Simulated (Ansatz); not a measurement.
Given:

TaP:
```cif
data_PTa
_chemical_formula_sum 'Ta1 P1'
_space_group_name_H-M_alt 'P 1'
_space_group_IT_number 1
_cell_length_a 3.26337
_cell_length_b 3.26337
_cell_length_c 3.29777
_cell_angle_alpha 90.000
_cell_angle_beta 90.000
_cell_angle_gamma 120.000
loop_
_space_group_symop_operation_xyz
  'x, y, z'
loop_
_atom_site_label
_atom_site_type_symbol
_atom_site_fract_x
_atom_site_fract_y
_atom_site_fract_z
_atom_site_occupancy
Ta1 Ta 0.66667 0.33333 0.00000 1
P1 P 0.00000 0.00000 0.50000 1
```

This is the LDA-relaxed structure.

All from DFT-LDA in the program Ansatz with PAW potentials, unless another level is named. Give the electronic character.

metallic (no gap).

Give the formation energy from the elements (no fitted shifts).

-1.04 eV/atom.

What about the density of states at the Fermi level?

0.14 states/eV per atom (mean over ±0.08 eV).

Space group P-6m2. The first step of the workflow began from a Materials Project structure, measured or hypothetical; the Crystallography Open Database copy checked does not list it. COD files the formula under space group No. 141, so this cell is another polymorph or a model. Whether it is the stable phase at ambient conditions was not checked. The LDA relaxation kept the symmetry of its start; of distortions, only those at the zone centre were tested. No spin polarisation was allowed. The references are the lowest solids computed at this level, not always the standard phases. Spin–orbit coupling is left out wherever it is not named.

Potentials: the earlier of the program's two PAW sets.
